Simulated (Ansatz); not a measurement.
GaAs:
```xyz
2
Lattice="0.0000 2.8014 2.8014 2.8014 0.0000 2.8014 2.8014 2.8014 0.0000" Properties=species:S:1:pos:R:3 pbc="T T T"
As     4.2021     4.2021     4.2021
Ga     0.0000     0.0000     0.0000
```

Relaxed with LDA. Special points in fractions of this cell's reciprocal vectors: Γ (0.000, 0.000, 0.000); X (0.500, 0.000, 0.500); U (0.625, 0.250, 0.625); K (0.375, 0.375, 0.750); L (0.500, 0.500, 0.500); W (0.500, 0.250, 0.750).

Question: List the band energies nearest the valence-band maximum at these points for the program Ansatz at the LDA level (PAW).

Answer: In eV from the valence-band maximum; about four levels below and three above (degenerate sets whole), none deeper than 8.9 eV; points with the same levels are listed once.

```csv
k,below,above
Γ,0.00 0.00 0.00,0.49 3.69 3.69 3.69
X,-7.00 -2.78 -2.78,1.30 1.54 10.26 10.26
U,-6.80 -4.03 -2.35,1.84 4.61 7.97
L,-6.84 -1.19 -1.19,0.92 4.61 4.61
W,-6.80 -3.68 -3.49,4.65 4.66 5.39
```

Space group F-43m (zinc blende). The LDA relaxation kept the symmetry of its start; phonons on a q-mesh show no instability. Spin–orbit coupling is left out wherever it is not named.

Potentials: the later of the program's two PAW sets.
